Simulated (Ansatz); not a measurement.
FeSb: pressure against volume

FeSb, P6_3/mmc, a = 3.950 Å, c = 4.943 Å. The structure is a COD entry; whether it is the stable form wasn't checked. Ansatz: PBEsol, PAW, 420 eV, Γ-centred 12×12×8 mesh on 4 atoms, Gaussian smearing 0.10 eV; collinear spin, largest moment 1.2 μB. Shape and atoms are relaxed at each volume; pressure is positive in compression.

| V (Å³/atom) | P (GPa) |
| --- | --- |
| 15.696 | ? |
| 16.197 | 4.38 |
| 16.698 | 0.01 |
| 17.199 | -3.49 |
| 17.700 | -6.38 |

Problem. Take V0 = 16.698 Å³/atom, count pressures from its P0 = 0.01 GPa, fit the third-order Birch–Murnaghan form to the other rows, and predict the missing pressure.

Solution. With the Eulerian strain f = ½[(V0/V)^(2/3) − 1] and y = (P − P0)/[3f(1 + 2f)^(5/2)], the form is the line y = B0 + 1.5 B0 (B0′ − 4) f. Rows (f, y): 0.01026, 134.9; -0.00976, 125.6; -0.01905, 123.2. Means f = -0.006183, y = 127.90; Σ(Δf)² = 0.0004487, ΣΔfΔy = 0.1838; the slope is their ratio. y = 130.4 + 409.6 f GPa, so B0 = 130.4 GPa and B0′ = 4 + 2 × (409.6)/(3 × 130.4) = 6.09. At V = 15.696, f = 0.02106, y = 139.03 and P = 9.75 GPa. The run gave 9.79 GPa, so the fit is 0.04 GPa too low, within twice the rms miss on the fitted rows (0.02 GPa). The form still works here, 33 % of the fitted range beyond its end. Note that the largest moment runs from 1.02 to 1.45 μB along the series.

The largest moment runs from 1.02 to 1.45 μB along the series, so B0 and B0′ hold the change of the moment too.

Only parallel moments were tried here.